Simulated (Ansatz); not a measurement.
Input file for Ansatz (a first-principles code):

Ansatz 0.2 input:
```yaml
crystal:
  lattice:
    - [4.9195090952, 0.0, 0.0]
    - [0.0, 4.9195090952, 0.0]
    - [0.0, 0.0, 4.9195090952]
  atoms:
    - { symbol: Ga, position: [0.0928150546, 0.0928150546, 0.0928150546] }
    - { symbol: Ga, position: [0.4071849454, 0.9071849454, 0.5928150546] }
    - { symbol: Ga, position: [0.5928150546, 0.4071849454, 0.9071849454] }
    - { symbol: Ga, position: [0.9071849454, 0.5928150546, 0.4071849454] }
    - { symbol: Pt, position: [0.3989123836, 0.3989123836, 0.3989123836] }
    - { symbol: Pt, position: [0.1010876164, 0.6010876164, 0.8989123836] }
    - { symbol: Pt, position: [0.8989123836, 0.1010876164, 0.6010876164] }
    - { symbol: Pt, position: [0.6010876164, 0.8989123836, 0.1010876164] }
kpoints:
  mp_grid: { grid: [8, 8, 8] }
hamiltonian:
  xc: r2scan
  pseudopotentials: { kind: paw }
scf:
  occupations: { method: fermi_dirac, width: 0.1 }
phonons:
  method: dfpt
  response_accuracy: low
  eigenvectors: true
  rigid_motions: translations
```

Output (shortened):

```
Pseudopotential: Ga, paw, valence charge 13
Pseudopotential: Pt, paw, valence charge 18
Functional definition: r2SCAN
Crystal: 8 atoms, lattice volume = 119.060 Å³
Basis set: ecut = 500 eV, 2969 PW (Γ), exchange–correlation on 180×180×180 points (125 copies of the dense FFT grid, shifted against one another)
Bands: 75, of which v1, the nominal top of the filled ones, is band 62 counted from 1 (61 counted from 0)
Symmetry: 12 space group operations
k-points: 260 of 512 (irreducible under 1 space group operation, time reversal used)
SCF iter   1: F=—  HF=-65313.639604 eV  |F-HF|=—  |Δ(HF+E_count)|=         —  Δρ=1.41e-2  dr2=1.82e-1  dr2_τ=5.22e-2  ethr=1.77e-3  ⟨swp⟩=5.4  Hψ=66605  notcnv=0  defer=451
preconditioner: auto → Kerker (q_TF=auto, 2.747 Å⁻¹)
SCF iter   2: F=—  HF=-65313.655142 eV  |F-HF|=—  |Δ(HF+E_count)|=   1.55e-2  Δρ=5.67e-3  dr2=2.97e-2  dr2_τ=3.29e-3  ethr=1.47e-4  ⟨swp⟩=2.0  Hψ=36960  notcnv=0  defer=1013
SCF iter   3: F=—  HF=-65313.655914 eV  |F-HF|=—  |Δ(HF+E_count)|=   7.72e-4  Δρ=2.73e-3  dr2=4.16e-3  dr2_τ=3.23e-4  ethr=2.40e-5  ⟨swp⟩=2.0  Hψ=23861  notcnv=0  defer=1013
SCF iter   4: F=—  HF=-65313.656408 eV  |F-HF|=—  |Δ(HF+E_count)|=   4.94e-4  Δρ=8.68e-4  dr2=7.00e-4  dr2_τ=3.79e-5  ethr=3.36e-6  ⟨swp⟩=2.0  Hψ=24600  notcnv=0  defer=1013
SCF iter   5: F=—  HF=-65313.656646 eV  |F-HF|=—  |Δ(HF+E_count)|=   2.38e-4  Δρ=2.78e-4  dr2=1.00e-4  dr2_τ=2.51e-6  ethr=5.64e-7  ⟨swp⟩=2.0  Hψ=31541  notcnv=0  defer=1013
SCF iter   6: F=—  HF=-65313.656725 eV  |F-HF|=—  |Δ(HF+E_count)|=   7.97e-5  Δρ=7.46e-5  dr2=4.04e-6  dr2_τ=4.96e-7  ethr=8.07e-8  ⟨swp⟩=2.2  Hψ=34982  notcnv=0  defer=1013
SCF iter   7: F=—  HF=-65313.656731 eV  |F-HF|=—  |Δ(HF+E_count)|=   5.46e-6  Δρ=2.70e-5  dr2=9.72e-7  dr2_τ=2.73e-8  ethr=3.26e-9  ⟨swp⟩=2.0  Hψ=31732  notcnv=0  defer=1013
SCF iter   8: F=—  HF=-65313.656732 eV  |F-HF|=—  |Δ(HF+E_count)|=   7.25e-7  Δρ=7.34e-6  dr2=7.13e-8  dr2_τ=6.33e-9  ethr=7.84e-10  ⟨swp⟩=2.0  Hψ=26267  notcnv=0  defer=1013
SCF iter  12: F=-65313.656732 eV  HF=-65313.656732 eV  |F-HF|=2.91e-11  |Δ(HF+E_count)|=  2.91e-11  Δρ=3.63e-8  dr2=1.13e-12  dr2_τ=2.79e-14  ethr=1.00e-12  ⟨swp⟩=9.9  Hψ=100530  notcnv=0
SCF 1 converged in 12 iterations: F = -65313.656732 eV  dr2 = 1.13e-12
DFPT response loops at Γ: preconditioner auto → Kerker (q_TF=auto, 2.747 Å⁻¹) (partly filled bands, converged f_vac=0.000) …
SCF converged after 12 iterations
Free energy (F): -65313.656732 eV
Harris-Foulkes:  -65313.656732 eV  (|F-HF|=2.91e-11)
Internal energy: -65313.603370 eV  (E = F + TS)
E sigma→0 (E₀):  -65313.630051 eV
Entropy (-TS):   -0.053362 eV (-6.670 meV/atom)
Fermi energy:    18.347823 eV
--- Per-component energies (eV) ---
  E_band       = -689.531194
  E_kinetic    = 3021.938939
  E_local      = -12666.984488  (includes V_loc(G=0)·N_el)
  E_nonlocal   = 2520.263074
  E_hartree    = 5418.160988
  E_xc         = -1253.898097
  E_vxc        = -1596.450910  (∫ρ·V_xc dr)
  E_paw        = -45943.544218  (= ΣΔE_a)
  E_vpaw       = -2905.088097  (= ΣTr[D̂ρ^β])
  E_aug_tail   = 0.000446  (compensation charges beyond the density's cutoff)
  E_vtau       = 100.467912  (kinetic-family band-sum trace: ∫τ·v_τ [+ j·A + Jᵃ·Aᵃ] dr)
  E_ewald      = -16406.001755
  E_core_change = -3.538257  (= ΣΔE_core)
  E_smearing   = -0.053362  (= −TS)
  E_closure    =  0.000000  (closes the sum)
  Σ components = -65313.656732   (vs F -65313.656732, Δ=0.00e0)
  [band-id]    e_kinetic+e_local+e_nonlocal+2·e_hartree+e_vxc+e_vpaw+e_augmentation_tail+e_vtau = -689.531149   (vs E_band -689.531194, Δ=4.51e-5)
--- Band table (eV; the first three rows and the last of 260) ---
  k-point 0: bands = ["-82.3748", "-82.3680", "-82.3680", "-82.3680", "-36.0833", "-36.0833", "-36.0833", "-36.0426", "-36.0426", "-36.0426", "-36.0214", "-35.9907", "-35.9907", "-35.9654", "-35.9654", "-35.9654", "2.6901", "2.6901", "2.6901", "2.7059", …
  k-point 1: bands = ["-82.3746", "-82.3688", "-82.3680", "-82.3675", "-36.0888", "-36.0842", "-36.0759", "-36.0514", "-36.0449", "-36.0313", "-36.0230", "-35.9900", "-35.9885", "-35.9670", "-35.9669", "-35.9648", "2.6815", "2.6854", "2.6942", "2.7047", …
  k-point 2: bands = ["-82.3740", "-82.3698", "-82.3678", "-82.3672", "-36.0920", "-36.0866", "-36.0681", "-36.0558", "-36.0505", "-36.0276", "-36.0188", "-35.9884", "-35.9833", "-35.9710", "-35.9695", "-35.9656", "2.6713", "2.6817", "2.6961", "2.7034", …
  k-point 259: bands = ["-82.3697", "-82.3697", "-82.3697", "-82.3697", "-36.0814", "-36.0814", "-36.0814", "-36.0814", "-36.0211", "-36.0211", "-36.0211", "-36.0211", "-35.9671", "-35.9671", "-35.9671", "-35.9671", "2.6971", "2.6971", "2.6971", "2.6971", …
--- Phonons (Γ-DFPT): 2 representative perturbations + reference, on 260 of 512 k-points (Σ response iterations 17) ---
  ASR residual: 7.033e-4 → 0.000e0 eV/Å²; symmetrization residual: 2.457e-4 eV/Å²
  ASR residual per site (eV/Å²): 2.28e-4 2.28e-4 2.28e-4 2.28e-4 7.03e-4 7.03e-4 7.03e-4 7.03e-4
  Γ frequencies (cm⁻¹): 0.00 0.00 0.00 67.41 90.74 90.74 94.69 94.69 94.69 102.51 102.51 102.51 154.28 154.28 154.28 155.41 155.41 178.90 178.90 178.90 184.38 222.45 222.45 222.45
  non-analytic LO–TO correction: not included (Born effective charges unavailable; polar crystals: no LO–TO splitting at Γ)
```

Cost: about 50 core-minutes (a rough figure) on shared cores.

Space group P2_13. The workflow started from a Materials Project entry (that database holds measured and hypothetical structures alike); the Crystallography Open Database copy checked does not list it. With Ga and Pt taken as one species the cell has the higher symmetry Pa-3, so it may be an ordered model of a mixed-site phase. Whether it is the stable phase at ambient conditions was not checked. Symmetry was held in the r²SCAN relaxation; of distortions, only those at the zone centre were tested. The run is not spin-polarised. As this level gives no gap, phonon frequencies hold no LO–TO term and depend on the k-mesh and smearing (Fermi–Dirac, 0.1 eV here). Scalar-relativistic: spin–orbit coupling is off unless named, which matters more the heavier the elements.

Potentials: the later of the program's two PAW sets.

Ansatz is a plane-wave DFT program.
